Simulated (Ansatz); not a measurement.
**A plane-wave run on MnS**

The input, for Ansatz 0.2.0 (plane waves, PAW):

```yaml
crystal:
  lattice:
    - [3.986593, 0.0, 0.0]
    - [-1.993296, 3.452493, 0.0]
    - [0.0, 0.0, 6.430825]
  atoms:
    - { symbol: Mn, position: [0.3333, 0.6667, 0.0] }
    - { symbol: Mn, position: [0.6666, 0.3333, 0.5] }
    - { symbol: S, position: [0.3333, 0.6667, 0.375] }
    - { symbol: S, position: [0.6666, 0.3333, 0.875] }
  symmetry: { tolerance: 0.0003 }
kpoints:
  mp_grid: { grid: [10, 10, 5], shift: [0, 0, 0] }
  band_path:
    path:
      - [0.0, 0.0, 0.0]
      - [0.49999988, 1.6e-07, 0.0]
      - [0.33333325, 0.33333357, 0.0]
      - [0.0, 0.0, 0.0]
      - [0.0, 0.0, 0.5]
      - [0.49999988, 1.6e-07, 0.5]
      - [0.33333325, 0.33333357, 0.5]
      - [0.0, 0.0, 0.5]
      - [0.49999988, 1.6e-07, 0.5]
      - [0.49999988, 1.6e-07, 0.0]
      - [0.33333325, 0.33333357, 0.5]
    npoints: 6
magnetization:
  spin_polarized: false
scf:
  occupations: { method: fermi_dirac }
  lower_state_search: "off"
  max_iter: 200
hamiltonian:
  pseudopotentials: { kind: paw }
  xc: r2scan
basis:
  ecutwfc: 500
  fft_grid_basis: typed
output:
  forces: true
  stress: true
  eigenvalues: true
  bader: true
  populations: true
  elf: true
  write_potential: true
  volumetric_format: npy
  dos:
    e_range: [-12, 8]
    de: 0.05
    projected: { site_lists: { Mn: [Mn], S: [S] } }
checkpoint:
  read: saved_state
```

The run starts from an earlier solution of this cell. 

Excerpt of what it printed:

```
SCF iter   1: F=-9617.5806 eV  Δρ=1.14e-2  dr2=8.60e-3  dr2_τ=1.92e-2
SCF iter   2: F=-9617.5905 eV  Δρ=1.53e-3  dr2=9.98e-4  dr2_τ=1.06e-4
SCF iter   3: F=-9617.5906 eV  Δρ=1.05e-3  dr2=4.26e-4  dr2_τ=2.04e-5
SCF iter   4: F=-9617.5909 eV  Δρ=2.08e-4  dr2=3.74e-5  dr2_τ=1.79e-6
SCF iter   5: F=-9617.5909 eV  Δρ=1.26e-4  dr2=5.03e-6  dr2_τ=5.26e-7
SCF iter   6: F=-9617.5909 eV  Δρ=4.32e-5  dr2=3.76e-7  dr2_τ=1.30e-8
SCF iter   7: F=-9617.5909 eV  Δρ=1.36e-5  dr2=4.97e-8  dr2_τ=8.86e-10
Free energy (F): -9617.5909 eV
Harris-Foulkes:  -9617.5909 eV  (|F-HF|=6.10e-9)
Internal energy: -9617.4178 eV  (E = F + TS)
E sigma→0 (E₀):  -9617.5043 eV
Entropy (-TS):   -0.1731 eV (-43.276 meV/atom)
Fermi energy:    6.7695 eV
--- Per-component energies (eV) ---
  E_band       = -748.9944
  E_kinetic    = 813.7416
  E_local      = -5617.9842  (includes V_loc(G=0)·N_el)
  E_nonlocal   = 549.2313
  E_hartree    = 2311.6179
  E_xc         = -394.6645
  E_vxc        = -499.8711  (∫ρ·V_xc dr)
  E_paw        = -3843.6827  (= ΣΔE_a)
  E_vpaw       = -647.4705  (= ΣTr[D̂ρ^β])
  E_aug_tail   =  0.0000  (compensation charges beyond the density's cutoff)
  E_vtau       = 30.1096  (kinetic-family band-sum trace: ∫τ·v_τ [+ j·A + Jᵃ·Aᵃ] dr)
  E_ewald      = -3434.8915
  E_core_change = -0.7856  (= ΣΔE_core)
  E_smearing   = -0.1731  (= −TS)
--- Forces (eV/Å), atoms counted from 1 ---
  atom   1  Mn     0.0000     0.0000    -0.2281
  atom   2  Mn     0.0000     0.0000    -0.2281
  atom   3  S      0.0000     0.0000     0.2281
  atom   4  S      0.0000     0.0000     0.2281
--- Stress (GPa, compression-positive) ---
      -21.3246       0.0000       0.0000
        0.0000     -21.3246       0.0000
        0.0000       0.0000     -19.6125
  P = ⅓ Tr σ = -20.7539 GPa (-207.539 kbar)
--- Löwdin populations: 4 sites ---
  site symbol       q [e]
     0     Mn     14.3638
     1     Mn     14.3638
     2      S      6.4607
     3      S      6.4607
  spilling = 0.0084 (of n_electrons = 42.0000)
```

Total energies depend on the potentials used, so only differences within one code and one set of settings carry meaning.

Origin: a database entry at a rescaled volume. Caveats: no spin polarisation, so a magnetic state may lie lower; atoms or cell far from equilibrium.
